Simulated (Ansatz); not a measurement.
C:
Space group P4₁2₁2 (No. 92); a = b = 3.7956 Å, c = 4.6721 Å, α = β = γ = 90.00°

```
atom  site  symmetry       x       y       z
----  ----  --------  ------  ------  ------
C       4a       ..2  0.4239  0.4239  0.0000
C       8b         1  0.1211  0.3330  0.2164
```

Relaxed with r²SCAN.

Problem. Which orbitals make up the states near the band edges in the program Ansatz at the r²SCAN level (PAW)?

Solution. Top 1 eV of the valence band: C 2p 96 %. Bottom 1 eV of the conduction band: C 2p 73 %, C 2s 20 %, outside the projected shells 7 %. Projections are on Löwdin-orthogonalised atomic valence shells; empty p or d shells of many metals are not among them.

Problem. Tabulate the density of states.

Solution. States/eV per cell of 12 atoms, in 0.25 eV bins, energy from the valence-band maximum.

```
E (eV)  total  C 2p  C 2s
------  -----  ----  ----
-7.86    2.71  2.16  0.55
-7.61    2.50  1.96  0.54
-7.36    3.15  2.45  0.68
-7.11    2.46  1.95  0.51
-6.86    3.19  2.51  0.66
-6.61    3.22  2.56  0.65
-6.36    3.17  2.52  0.64
-6.11    2.80  2.26  0.53
-5.86    2.11  1.71  0.39
-5.61    2.96  2.46  0.49
-5.36    3.35  2.83  0.51
-5.11    3.25  2.77  0.47
-4.86    3.13  2.69  0.43
-4.61    3.42  2.98  0.43
-4.36    3.21  2.82  0.38
-4.11    2.75  2.45  0.30
-3.86    3.92  3.54  0.37
-3.61    4.84  4.41  0.41
-3.36    3.67  3.36  0.29
-3.11    3.22  2.96  0.24
-2.86    5.13  4.79  0.32
-2.61    4.42  4.15  0.25
-2.36    3.77  3.54  0.21
-2.11    3.88  3.64  0.23
-1.86    4.97  4.67  0.28
-1.61    3.97  3.73  0.22
-1.36    3.40  3.22  0.17
-1.11    4.48  4.28  0.17
-0.86    5.87  5.63  0.22
-0.61    3.63  3.51  0.11
-0.36    1.94  1.89  0.04
-0.11    0.43  0.42  0.01
0.14     0.00  0.00  0.00
0.39     0.00  0.00  0.00
0.64     0.00  0.00  0.00
0.89     0.00  0.00  0.00
1.14     0.00  0.00  0.00
1.39     0.00  0.00  0.00
1.64     0.00  0.00  0.00
1.89     0.00  0.00  0.00
2.14     0.00  0.00  0.00
2.39     0.00  0.00  0.00
2.64     0.00  0.00  0.00
2.89     0.00  0.00  0.00
3.14     0.00  0.00  0.00
3.39     0.00  0.00  0.00
3.64     0.00  0.00  0.00
3.89     0.00  0.00  0.00
4.14     0.00  0.00  0.00
4.39     0.00  0.00  0.00
4.64     0.00  0.00  0.00
4.89     0.00  0.00  0.00
5.14     0.00  0.00  0.00
5.39     0.10  0.08  0.02
5.64     3.11  2.31  0.60
5.89     5.50  3.98  1.16
6.14     4.10  2.99  0.84
6.39     4.58  3.46  0.80
6.64     4.76  3.54  0.90
6.89     3.79  2.73  0.80
7.14     3.69  2.58  0.86
7.39     2.21  1.49  0.56
7.64     3.32  2.23  0.85
7.89     3.69  2.55  0.87
8.14     4.84  3.45  0.97
8.39     4.78  3.41  0.95
8.64     4.59  3.13  1.05
8.89     4.60  3.10  1.11
9.14     3.39  2.30  0.80
9.39     3.24  2.15  0.79
9.64     3.57  2.33  0.94
9.89     4.20  2.72  1.17
10.14    3.62  2.31  1.03
```

Space group P4_12_12. The start of the workflow was typed in or built on a structure type; neither database checked (COD, Materials Project) lists it. It is not the phase usual at ambient conditions (space group No. 194, 227). Symmetry was held in the r²SCAN relaxation; whether a distortion lowers the energy is not shown. The volume moved by 26 % from the start of the relaxation.

Potentials: the later of the program's two PAW sets.
